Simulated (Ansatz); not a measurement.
## CdPd: all-electron results

```xyz
2
Lattice="3.0276 0.0000 0.0000 0.0000 3.0276 0.0000 0.0000 0.0000 3.6310" Properties=species:S:1:pos:R:3 pbc="T T T"
Cd    0.0000    0.0000    0.0000
Pd    1.5138    1.5138    1.8155
```

Atom numbers follow the list: Cd1, Pd2.

The cell is COD entry 1524979, as deposited and not checked against the literature; nothing was relaxed.

Spin polarisation is left out, and whether a magnetic state lies lower isn't shown here.

Methods: DFT, PBEsol, all-electron LAPW, scalar-relativistic (Ansatz 0.2.0); DFT, PBEsol, PAW with Ansatz's default frozen-core files, scalar-relativistic (Ansatz 0.2.0).

For LAPW: a Γ-centred 11×11×9 k mesh, Fermi–Dirac smearing of 0.05 eV, basis error target 0.5 meV/atom, no spin polarisation. PAW takes a cutoff of 420 eV at this cell (files made with PBE, cores remade for this functional). The Ansatz runs share mesh, smearing and spin set-up. Values come from LAPW unless marked.

```yaml
Pressure_at_this_cell: -1.41 GPa
Band_gap: "none: bands cross the Fermi level, a metal"
Stress_xx_yy_zz_compression_positive: -1.66, -1.66, -0.89 GPa
Density_of_states_at_the_Fermi_level_0.2_eV_bin: 0.46 states/eV per cell
Löwdin_charges_with_0.88_e_of_the_cell_spilling_out_of_the_atomic_basis_so_their_sizes_and_signs_hang_on_that_basis: Cd1 0.52, Pd2 0.35 e
Bader_charges_from_the_PAW_run: Cd1 +0.36, Pd2 -0.36 e
Volume_per_atom: 112.3 bohr³
```
